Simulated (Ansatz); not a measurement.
**Ca3Si4Ir4, a database entry at a rescaled volume**

```
Si Ir Ca
1.0
    -3.75963    3.75963    3.75963
     3.75963   -3.75963    3.75963
     3.75963    3.75963   -3.75963
Si Ir Ca
4 4 3
Direct
  0.63120 0.63120 0.63120
  0.36880 0.00000 0.00000
  0.00000 0.00000 0.36880
  0.00000 0.36880 0.00000
  0.27562 0.27562 0.27562
  0.72438 0.00000 0.00000
  0.00000 0.00000 0.72438
  0.00000 0.72438 0.00000
  0.00000 0.50000 0.50000
  0.50000 0.00000 0.50000
  0.50000 0.50000 0.00000
```

Single point in Ansatz 0.2.0 with r2SCAN, with U_eff = 2.86 eV on Ir d (all-electron-ortho-atomic projectors), no spin polarisation. Cutoff 500 eV, PAW datasets, 7×7×7 Γ-centred k mesh, fermi-dirac filling (width 0.1 eV).

How is the charge shared?

Bader charges in e: Ca +1.44, Si +0.82, Ir -1.90. In the mean Ca gives up most and Ir takes most.

Is there a gap?

It is a metal, with about 4.2 states/eV a cell as the mean within 0.25 eV of the Fermi level, mostly Si p (37 %) and Ir d (32 %).

What does the stress say?

The pressure is -5.9 GPa (compression positive), so with the atoms held at these fractions the cell would first shrink.

Which atom feels the largest force, and which way?

The largest is on Ir5 (and as large on other atoms): 0.25 eV/Å, components (0.15, 0.15, 0.15). It makes 0° with the line to a nearest neighbour, Si1 at 2.32 Å, pointing towards it.

Origin: a database entry at a rescaled volume. Caveats: a Hubbard term without moments, so a magnetic state may lie lower.
